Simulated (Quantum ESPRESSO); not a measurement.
# Planted mistakes on one cell of Si3O4FN

These are calculations, not measurements. They come from pw.x of Quantum ESPRESSO 7.5, a plane-wave density functional program, with PseudoDojo standard norm-conserving files (v0.5 for PBE, v0.4.1 for LDA and PBEsol). The cells are made up: elements, strain and atom displacements were drawn at random, and nothing was relaxed. There is no spin polarisation, spin-orbit coupling or dispersion term.

The cell has 9 sites of a quartz lattice. Sites 1 to 3 hold Si Si Si; sites 4 to 9 hold O O F O N O. Cell vectors in Å: (4.992, -0.060, 0.052); (-2.548, 4.437, -0.067); (0.057, -0.052, 5.661). Settings: PBE, cutoff 1143 eV, 5 x 5 x 4 k mesh shifted by half a step, Fermi-Dirac smearing of 0.025 eV.

The intended run has a self-consistency threshold of 1e-07 eV, a smearing term of 0.000 eV, a pressure of -3.51 GPa and 13 iterations. Each further run changes one thing: atoms of sites 6 and 7 exchanged; cutoff 712 eV; one electron added; smearing 0.52 eV; threshold 0.4 eV. A coarse mesh keeps the shift, and a charged cell sits in a uniform background.

| run | change of free energy (eV) | smearing term -TS (eV) | change of P (GPa) | largest change of a force component (eV/Å) | iterations |
| --- | --- | --- | --- | --- | --- |
| A | -0.091 | -0.367 | 0.89 | 0.382 | 12 |
| B | 2.710 | 0.000 | -18.98 | 0.028 | 12 |
| C | -0.140 | 0.000 | 0.12 | 7.587 | 12 |
| D | 7.407 | -0.003 | 21.80 | 1.205 | 12 |
| E | 0.118 | 0.000 | -0.18 | 0.384 | 4 |

A rerun of the intended cell at 1437 eV and k mesh 7 x 7 x 6 moved values by no more than 0.002 eV in the cell's energy, 0.02 GPa in stress and 0.002 eV/Å in force.

Question: which change belongs to which run?

## Worked reading

Run E has the fewest iterations, as a run stopped early does. Run A has the largest smearing term, as wide smearing gives. Run B has a higher energy and the largest fall in pressure, as too small a basis gives. Energies from files of another functional, or of a charged cell, have another zero and say nothing on stability; the pressure of a charged cell rests on the program's zero of potential too.

## Key

```
run,change
A,smearing 0.52 eV
B,cutoff 712 eV
C,atoms of sites 6 and 7 exchanged
D,one electron added
E,threshold 0.4 eV
```